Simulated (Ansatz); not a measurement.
Relaxed AlN (wurtzite):

```
CELL_PARAMETERS angstrom
      6.21340     0.00000     0.00000
     -1.55335     2.69048     0.00000
      0.00000     0.00000     4.97846
ATOMIC_POSITIONS crystal
  Al 0.16667 0.66667 0.99659
  Al 0.66667 0.66667 0.99659
  Al 0.33333 0.33333 0.49659
  Al 0.83333 0.33333 0.49659
  N  0.16667 0.66667 0.37821
  N  0.66667 0.66667 0.37821
  N  0.33333 0.33333 0.87821
  N  0.83333 0.33333 0.87821
```

A phonon eigenvector at M = (0.5, 0.0, 0.0) is frozen into this cell: atom i moves by Q times the vector below, so Q is the largest atomic displacement, in Å. The cell is held. (q is in reciprocal vectors of the primitive cell; the cell shown is doubled to hold the pattern.)

```
atom       x       y       z
----  ------  ------  ------
Al1   -0.212  -0.122  -0.150
Al2    0.212   0.122   0.150
Al3    0.212   0.122  -0.150
Al4   -0.212  -0.122   0.150
N5     0.859   0.496   0.123
N6    -0.859  -0.496  -0.123
N7    -0.859  -0.496   0.123
N8     0.859   0.496  -0.123
```

Computed with r2SCAN (plane waves to 500 eV, PAW, scalar-relativistic; Ansatz, a first-principles code). k mesh 6×12×7 (Γ-centred), Fermi-Dirac smearing 0.05 eV. AlN was relaxed with its symmetry unable to fall.

At one point of the scan the forces (eV/Å) are:

| atom | Fx | Fy | Fz |
|---|---|---|---|
| Al1 | 3.713 | 2.144 | 2.299 |
| Al2 | -1.125 | -0.649 | -0.961 |
| Al3 | -3.713 | -2.144 | 2.299 |
| Al4 | 1.125 | 0.649 | -0.961 |
| N5 | -3.425 | -1.977 | -1.015 |
| N6 | 5.968 | 3.445 | -0.324 |
| N7 | 3.425 | 1.977 | -1.015 |
| N8 | -5.968 | -3.445 | -0.324 |

### Question
Which point is it?
(A) Q = 0.060 Å
(B) Q = 0.180 Å
(C) Q = 0.150 Å
(D) Q = 0.030 Å

### Answer
B, Q = 0.180 Å

(A displaced cell: forces are minus the slopes of the energy, force constants its curvatures, and phonons follow from these.)
